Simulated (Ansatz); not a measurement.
Input:

BN:
```xyz
4
Lattice="1.2490 -2.1633 0.0000 1.2490 2.1633 0.0000 0.0000 0.0000 6.5994" Properties=species:S:1:pos:R:3 pbc="T T T"
B      1.2490     0.7193     4.9495
N      1.2490    -0.7229     4.9495
B      1.2490    -0.7193     1.6498
N      1.2490     0.7229     1.6498
```

This is the r²SCAN+D4-relaxed structure. Cartesian axes are those of the cell as given.

Question: All from the program Ansatz at the r²SCAN+D4 level (PAW), unless another level is named. Give the smallest direct gap on the standard path.

Answer: 5.25 eV.

Question: Predict the weight of the conduction-edge state by species (Voronoi cells).

Answer: B 74 %, N 26 %.

Question: What about the valence-band maximum?

Answer: off the standard path, at k = (0.305, 0.393, 0.000).

Question: Predict the conduction-band minimum.

Answer: at Y.

Space group P6_3/mmc. Symmetry was held in the r²SCAN+D4 relaxation.

Potentials: the earlier of the program's two PAW sets.
